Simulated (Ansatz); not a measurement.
Al:
Space group P6₃/mmc (No. 194); a = b = 2.819 Å, c = 9.224 Å, α = β = 90.00°, γ = 120.00°

| atom | site | symmetry | x | y | z |
|---|---|---|---|---|---|
| Al | 2a | -3m. | 0.0000 | 0.0000 | 0.0000 |
| Al | 2c | -6m2 | 0.3333 | 0.6667 | 0.2500 |

Relaxed at zero pressure with LDA (plane waves, PAW; program Ansatz).

Question: The volume is lowered by 3 % and shape and atoms relax at that volume. What pressure results, and how do the axes share the change?

Answer: 2.7 GPa; a -1.0 %, b -1.0 %, c -1.1 %; the energy rises by 4 meV/atom.

Question: Give the new structure.

Answer: 
Space group P6₃/mmc (No. 194); a = 2.791 Å, b = 2.791 Å, c = 9.126 Å, α = 90.00°, β = 90.00°, γ = 120.00°

```
atom  site  symmetry       x       y       z
----  ----  --------  ------  ------  ------
Al      2a      -3m.  0.0000  0.0000  0.0000
Al      2c      -6m2  0.3333  0.6667  0.2500
```

The phase is kept; no other phase was compared at this pressure.

Space group P6_3/mmc (dhcp (α-La type)). The first step of the workflow began from a Materials Project structure, measured or hypothetical; the Crystallography Open Database copy checked does not list it. It is not the phase usual at ambient conditions (space group No. 225). Symmetry was held in the LDA relaxation; whether a distortion lowers the energy is not shown. Axis ratios of metals converge slowly with the k-mesh, so a and c are less sure than the volume.

Potentials: the later of the program's two PAW sets.
